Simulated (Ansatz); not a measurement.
BaZrO$_{3}$ (cubic perovskite, space group No. 221) under volume change, LDA in the plane-wave PAW code Ansatz, scaled uniformly.

```csv
V (Å³/atom),E − E(relaxed) (meV/atom),P (GPa)
12.983,74.9,20.35
13.411,(withheld),(withheld)
13.839,7.4,5.71
14.267,0.0,-0.01
14.695,6.7,-4.86
15.123,(withheld),(withheld)
15.552,54.1,-12.49
```

Task: Complete the blanks.

Result: 
- 13.411, E − E(relaxed) (meV/atom): 31.4
- 13.411, P (GPa): 12.43
- 15.123, E − E(relaxed) (meV/atom): 25.3
- 15.123, P (GPa): -8.98

Task: What does a third-order Birch–Murnaghan fit give for V₀, B₀ and B′?

Result: V₀ = 14.27 Å³/atom, B₀ = 175 GPa, B′ = 4.4.

Space group Pm-3m (cubic perovskite). The LDA relaxation kept the symmetry of its start. At this level the phase is dynamically unstable (imaginary phonons). No spin polarisation was allowed. Spin–orbit coupling is left out wherever it is not named.

Potentials: the later of the program's two PAW sets.
